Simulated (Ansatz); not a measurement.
GaN:
```yaml
crystal:
  lattice:
    - [2.70215, 0.00000, 0.00000]
    - [0.00000, 2.70215, 0.00000]
    - [0.00000, 0.00000, 2.70215]
  atoms:
    - { symbol: Ga, position: [0.00000, 0.00000, 0.00000] }
    - { symbol: N, position: [0.50000, 0.50000, 0.50000] }
```

Relaxed with PBEsol. Special points in fractions of this cell's reciprocal vectors: Γ (0.000, 0.000, 0.000); X (0.000, 0.500, 0.000); M (0.500, 0.500, 0.000); R (0.500, 0.500, 0.500).

**Question.** List the band energies nearest the Fermi level at these points for PBEsol with spin–orbit coupling (plane waves, PAW; program Ansatz).

**Answer.** In eV from the Fermi level; about four levels below and three above (degenerate sets whole), none deeper than 8.9 eV; points with the same levels are listed once.

```json
[
 {"k": "Γ", "below": "-1.34 -1.34 -1.34 -1.34", "above": "9.88 9.88 9.88 9.88"},
 {"k": "X", "below": "–", "above": "0.10 0.10 0.12 0.12"},
 {"k": "M", "below": "-6.46 -6.46 -2.57 -2.57", "above": "0.49 0.49 8.44 8.44"},
 {"k": "R", "below": "-3.12 -3.12 -3.12 -3.12 -3.11 -3.11", "above": "1.22 1.22 1.47 1.47 1.47 1.47"}
]
```

Space group Pm-3m (CsCl type). The cell is a constructed one: a structure type filled with these elements; neither database checked (COD, Materials Project) lists it. It is not the phase usual at ambient conditions (space group No. 186, 216). Symmetry was held in the PBEsol relaxation. At this level the phase is dynamically unstable (imaginary phonons).

Potentials: the later of the program's two PAW sets.
